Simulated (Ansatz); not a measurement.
BiTe: an elastic constant from a strain scan

The calculation used DFT r2SCAN, scalar-relativistic, plane waves, PAW (Ansatz 0.2.0). Settings: plane waves to 500 eV, k-mesh 14×14×14 (Γ-centred), Gaussian smearing 0.15 eV. Spin–orbit coupling is left out, which can shift energies with elements as heavy as these. No spin polarisation. Energies are free energies at this smearing, counted from the undisturbed cell; pressure is positive in compression.

Zero of the scan (as given, not relaxed at this level; it stands at 0.0 GPa, and it needn't be the usual structure):

```
Bi Te
1.0
     0.00000    3.23500    3.23500
     3.23500    0.00000    3.23500
     3.23500    3.23500    0.00000
Bi Te
1 1
Direct
  0.00000 0.00000 0.00000
  0.50000 0.50000 0.50000
```

The cell is strained by ε times the Voigt pattern (1, 1, 0, 0, 0, 0) (xx, yy, zz, yz, xz, xy; engineering shear) with fractional coordinates fixed. The cell holds 2 atoms in V0 = 67.71 Å³. The stress column is τ = (1/V0) dE/dε, got from the stress tensor σ (compression positive) at each point as −det(1 + εP) σ : P(1 + εP)⁻¹, with P the pattern as a tensor.

| ε | ΔE (meV/atom) | τ (GPa) |
| --- | --- | --- |
| -0.0400 | 50.069 | -12.828 |
| -0.0200 | 11.578 | -5.678 |
| 0.0000 | 0.000 | 0.020 |
| 0.0100 | 2.698 | 2.494 |
| 0.0300 | 22.384 | 6.649 |
| 0.0400 | ? | ? |

Task: Which combination of elastic constants does this scan measure, and how large is it?

Result: For small ε, τ = τ0 + Kε with K = pᵀCp, which for this pattern is 2(C11 + C12) in the cubic axes. The parabola through τ at ε = -0.0200, 0 and 0.0100 has slope K = 260 GPa at zero. The energies per cell, E = NΔE, of the same two points give K = 2[E(ε₊)/ε₊ − E(ε₋)/ε₋]/[(ε₊ − ε₋)V0] = 268 GPa, in agreement.

Task: Predict the withheld row at ε = 0.0400 from the harmonic law, and compare.

Result: ΔE = V0(τ0 ε + Kε²/2)/N = 44.108 meV/atom and τ = 10.42 GPa. The calculation gives 38.281 meV/atom and 8.36 GPa: the energy lies 13 % below the harmonic value, as bonds soften when stretched.

In a metal these slopes depend on the k mesh and the smearing.